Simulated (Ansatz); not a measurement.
Ca:
```
Ca
1.0
   -2.21322     2.21322     2.06146
    2.21322    -2.21322     2.06146
    2.21322     2.21322    -2.06146
Ca
1
Cartesian
  0.00000   0.00000   2.06146
```

Relaxed with PBEsol. Special points in fractions of this cell's reciprocal vectors: Γ (0.000, 0.000, 0.000); X (0.000, 0.000, 0.500); M (-0.500, 0.500, 0.500); Z (0.467, 0.467, -0.467); Z0 (-0.467, 0.533, 0.467); P (0.250, 0.250, 0.250); N (0.000, 0.500, 0.000).

Problem. List the band energies nearest the Fermi level at these points for PBEsol (plane waves, PAW; program Ansatz).

Solution. In eV from the Fermi level; about four levels below and three above (degenerate sets whole), none deeper than 8.9 eV; points with the same levels are listed once.

```
k        below           above
-  -----------  --------------
Γ        -4.16  2.12 2.47 2.47
X  -1.05 -0.14  1.63 3.09 3.64
M        -0.07  0.06 3.69 3.69
Z        -0.04  0.06 3.46 3.46
P            –  0.31 0.31 0.41
N        -0.89  0.11 1.20 3.40
```

Space group I4/mmm (body-centred tetragonal). The workflow started from a Materials Project entry (that database holds measured and hypothetical structures alike); the Crystallography Open Database copy checked does not list it. It is not the phase usual at ambient conditions (space group No. 225). The PBEsol relaxation kept the symmetry of its start; whether a distortion lowers the energy is not shown.

Potentials: the later of the program's two PAW sets.
